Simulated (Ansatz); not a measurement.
Te:
```cif
data_Te4
_chemical_formula_sum 'Te4'
_space_group_name_H-M_alt 'I41/amd :1'
_space_group_IT_number 141
_space_group_name_Hall 'I 4bw 2bw -1bw'
_cell_length_a 6.39067
_cell_length_b 6.39067
_cell_length_c 3.13318
_cell_angle_alpha 90.000
_cell_angle_beta 90.000
_cell_angle_gamma 90.000
loop_
_atom_site_label
_atom_site_type_symbol
_atom_site_symmetry_multiplicity
_atom_site_Wyckoff_symbol
_atom_site_fract_x
_atom_site_fract_y
_atom_site_fract_z
_atom_site_occupancy
Te1 Te 4 a 0.00000 0.00000 0.00000 1
```
(The calculation used a cell of 2 atoms; values per cell refer to that cell.)

Relaxed with r²SCAN.

Task: Decompose the optical modes at the zone centre into irreducible representations, and say which are infrared and Raman allowed.

Result: Point group 4/mmm: Γ_opt = B1g + Eg. Infrared: none. Raman: B1g, Eg.

Task: Assign frequencies (DFPT, plane-wave PAW r²SCAN (Ansatz code)).

Result: B1g 57, Eg 98 cm⁻¹.

Subscripts of B labels follow the axes of the standard setting.

Space group I4_1/amd (β-Sn type). A made-up cell: these elements were put on the sites of a structure type; neither database checked (COD, Materials Project) lists it. It is not the phase usual at ambient conditions (space group No. 152). The cell was relaxed with r²SCAN under the symmetry of its start; of distortions, only those at the zone centre were tested. As this level gives no gap, phonon frequencies hold no LO–TO term and depend on the k-mesh and smearing (Fermi–Dirac, 0.1 eV here). Spin–orbit coupling is left out wherever it is not named.

Potentials: the later of the program's two PAW sets.
